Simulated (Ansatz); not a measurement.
Relaxed-ion elastic tensor of SrTaO₃ (cubic perovskite, Pm-3m) in GPa (Voigt order), LDA in the plane-wave PAW code Ansatz; density 8.31 g/cm³, 12.65 Å³ per atom.

```json
[
 {"": "1", "1": "444", "2": "97.8", "3": "97.8", "4": "0.0", "5": "0.0", "6": "0.0"},
 {"": "2", "1": "97.8", "2": "444", "3": "97.8", "4": "0.0", "5": "0.0", "6": "0.0"},
 {"": "3", "1": "97.8", "2": "97.8", "3": "444", "4": "0.0", "5": "0.0", "6": "0.0"},
 {"": "4", "1": "0.0", "2": "0.0", "3": "0.0", "4": "53.0", "5": "0.0", "6": "0.0"},
 {"": "5", "1": "0.0", "2": "0.0", "3": "0.0", "4": "0.0", "5": "53.0", "6": "0.0"},
 {"": "6", "1": "0.0", "2": "0.0", "3": "0.0", "4": "0.0", "5": "0.0", "6": "53.0"}
]
```

Question: Is the crystal mechanically stable?

Answer: Yes: the smallest eigenvalue of C is 53.0 GPa.

Question: Work out the Voigt, Reuss and Hill averages.

Answer: K_V = 213, K_R = 213, K_H = 213; G_V = 101, G_R = 73.3, G_H = 87.2 GPa.

Question: Give Young's modulus, Poisson's ratio, Pugh's ratio and the universal anisotropy index.

Answer: E = 9KG/(3K + G) = 230 GPa; ν = 0.32; K/G = 2.45 (ductile by the Pugh limit of 1.75); A_U = 5G_V/G_R + K_V/K_R − 6 = 1.89.

Question: Estimate the sound speeds and the Debye temperature.

Answer: v_l = √((K + 4G/3)/ρ) = 6300 m/s, v_t = √(G/ρ) = 3240 m/s, mean 3630 m/s; Θ = (h/k)(3n/4πV)^(1/3) v_m = 464 K.

Question: Give the Zener ratio and Young's modulus along [100], [110] and [111].

Answer: A = 2C44/(C11 − C12) = 0.31; 1/E = S11 − 2(S11 − S12 − S44/2)Γ with Γ = 0, 1/4, 1/3 gives 409, 175, 147 GPa.

Question: Solve the Christoffel equation for the three sound speeds along [100], [110], [111].

Answer: Eigenvalues of C_ijkl n_j n_l equal ρv². In km/s, slowest first: [100] 2.52, 2.52, 7.31; [110] 2.52, 4.57, 6.24; [111] 4.00, 4.00, 5.84.

The first step of the workflow began from a Materials Project structure, measured or hypothetical; the Crystallography Open Database copy checked does not list it. Whether it is the stable phase at ambient conditions was not checked. The LDA relaxation kept the symmetry of its start; whether a distortion lowers the energy is not shown. The run is not spin-polarised. With an odd number of electrons in the cell and no spin polarisation, the count alone makes it a metal. As this level gives no gap, shear constants depend on the k-mesh and smearing (Fermi–Dirac, 0.1 eV here). Spin–orbit coupling is left out wherever it is not named.

Potentials: the later of the program's two PAW sets.
